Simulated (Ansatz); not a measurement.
WO$_{3}$:
```yaml
crystal:
  lattice:
    - [3.79933, 0.00000, 0.00000]
    - [0.00000, 3.79933, 0.00000]
    - [0.00000, 0.00000, 3.79933]
  atoms:
    - { symbol: W, position: [0.00000, 0.00000, 0.00000] }
    - { symbol: O, position: [0.00000, 0.00000, 0.50000] }
    - { symbol: O, position: [0.50000, 0.00000, 0.00000] }
    - { symbol: O, position: [0.00000, 0.50000, 0.00000] }
```

Relaxed with PBEsol. Special points in fractions of this cell's reciprocal vectors: Γ (0.000, 0.000, 0.000); X (0.000, 0.500, 0.000); M (0.500, 0.500, 0.000); R (0.500, 0.500, 0.500).

Question: List the band energies nearest the valence-band maximum at these points for plane-wave PAW PBEsol (Ansatz code).

Answer: In eV from the valence-band maximum; about four levels below and three above (degenerate sets whole), none deeper than 8.9 eV; points with the same levels are listed once.

```json
[
 {"k": "Γ", "below": "-1.19 -1.19 -1.19 -1.04 -1.04 -1.04", "above": "0.58 0.58 0.58"},
 {"k": "X", "below": "-2.49 -1.49 -1.07 -1.07", "above": "0.63 4.12 4.12"},
 {"k": "M", "below": "-2.21 -1.94 -1.94 -0.01", "above": "4.15 4.15 5.52"},
 {"k": "R", "below": "-5.46 -5.46 -5.46 0.00 0.00 0.00", "above": "5.54 5.54 5.54"}
]
```

Space group Pm-3m (ReO3 type). The workflow started from a Materials Project entry (that database holds measured and hypothetical structures alike); the Crystallography Open Database copy checked does not list it. COD files the formula under space group No. 2, 14, 62, 129, 130, 191, so this cell is another polymorph or a model. Its standing as an ambient phase is unchecked. The cell was relaxed with PBEsol under the symmetry of its start; its stability against distortions is not shown here. No spin polarisation was allowed. No Hubbard U is applied. Spin–orbit coupling is left out wherever it is not named.

Potentials: the later of the program's two PAW sets.
